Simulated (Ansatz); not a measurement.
SiC:
```yaml
crystal:
  lattice:
    - [0.00000, 2.16451, 2.16451]
    - [2.16451, 0.00000, 2.16451]
    - [2.16451, 2.16451, 0.00000]
  atoms:
    - { symbol: Si, position: [0.75000, 0.75000, 0.75000] }
    - { symbol: C, position: [0.00000, 0.00000, 0.00000] }
```

Tensor components refer to the Cartesian frame of this cell.

Give the high-frequency dielectric tensor and the Born effective charge tensors of the independent atoms from DFPT, the program Ansatz at the LDA level (PAW).


ε∞:
```
6.93  0.00  0.00
0.00  6.93  0.00
0.00  0.00  6.93
```
Z* of atom 1 (Si), rows: field, columns: displacement, in e:
```
2.73  0.00  0.00
0.00  2.73  0.00
0.00  0.00  2.73
```
Z* of atom 2 (C), rows: field, columns: displacement, in e:
```
-2.73   0.00   0.00
 0.00  -2.73   0.00
 0.00   0.00  -2.73
```

Space group F-43m (zinc blende). The LDA relaxation kept the symmetry of its start.

Potentials: the earlier of the program's two PAW sets. The files were generated under PBE; for other functionals the program regenerates the frozen cores, and for LDA and PBEsol the local potential too.
